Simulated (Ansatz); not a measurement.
# BiSb: modes against the lattice constant

Theory: DFT LDA, scalar-relativistic, plane waves, PAW in Ansatz 0.2.0. Plane waves to 420 eV; Γ-centred k mesh 12×12×12; Fermi-Dirac smearing of 0.15 eV. No spin polarisation. Phonons by linear response, acoustic sum rule imposed.

The cell is fixed (symmetry leaves no force on the atoms) and stands under -3.3 GPa:
```cif
data_structure
_symmetry_space_group_name_H-M 'Pm-3m'
_symmetry_Int_Tables_number 221
_cell_length_a 3.8736
_cell_length_b 3.8736
_cell_length_c 3.8736
_cell_angle_alpha 90.000
_cell_angle_beta 90.000
_cell_angle_gamma 90.000
_cell_volume 58.12
loop_
_atom_site_label
_atom_site_type_symbol
_atom_site_symmetry_multiplicity
_atom_site_Wyckoff_symbol
_atom_site_fract_x
_atom_site_fract_y
_atom_site_fract_z
_atom_site_occupancy
Sb1 Sb 1 a 0.00000 0.00000 0.00000 1
Bi1 Bi 1 b 0.50000 0.50000 0.50000 1
```

The cell is the ideal cubic caesium chloride prototype; whether it is the stable structure of this composition wasn't checked. In a metal, frequencies and elastic constants depend on the k mesh and the smearing, soft modes and shear constants most. Spin–orbit coupling is left out, which can shift energies with elements as heavy as these.

Question: How do the optical zone-centre modes (counted from the lowest optical one, degenerate ones once; i marks imaginary ones) of this metal change over a = 3.653 and 3.874 Å?

Answer:
```tsv
a (Å)	3.653	3.874
pressure (GPa)	10.9	-3.3
mode 1 (cm⁻¹)	99	26
```

Cost: 2 runs of about 1.7 core-minutes in all, on Intel Xeon Platinum 8259CL (Skylake/Cascade Lake) (shared hosts).